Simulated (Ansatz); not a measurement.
Au:
Space group Fm-3m (No. 225); a = 4.0816 Å, b = 4.0816 Å, c = 4.0816 Å, α = 90.00°, β = 90.00°, γ = 90.00°

| atom | site | symmetry | x | y | z |
|---|---|---|---|---|---|
| Au | 4a | m-3m | 0.0000 | 0.0000 | 0.0000 |
(The calculation used a cell of 1 atom; values per cell refer to that cell.)

Relaxed with the program Ansatz at the PBEsol level (PAW). Indices refer to the conventional cell of Fm-3m, a = b = c = 4.0816 Å, α = β = γ = 90.00°.

### Question
Simulate the powder diffraction pattern (Ag Kα, λ = 0.560885 Å; lines above 1 %) up to 2θ = 30°.

### Answer
Simulated powder pattern, Ag Kα, λ = 0.560885 Å (kinematic, ideal powder, no thermal factors, no anomalous dispersion; the 30 strongest lines at most, above 1 %, up to 2θ = 30°):

```
2θ (°)  d (Å)  I/Imax (%)    hkl
------  -----  ----------  -----
13.67   2.357         100  (111)
15.80   2.041          51  (200)
22.41   1.443          39  (220)
26.34   1.231          48  (311)
27.54   1.178          14  (222)
```

Symmetry was held in the PBEsol relaxation. Spin–orbit coupling is left out wherever it is not named.

Potentials: the earlier of the program's two PAW sets. The files were generated under PBE; for other functionals the program regenerates the frozen cores, and for LDA and PBEsol the local potential too.
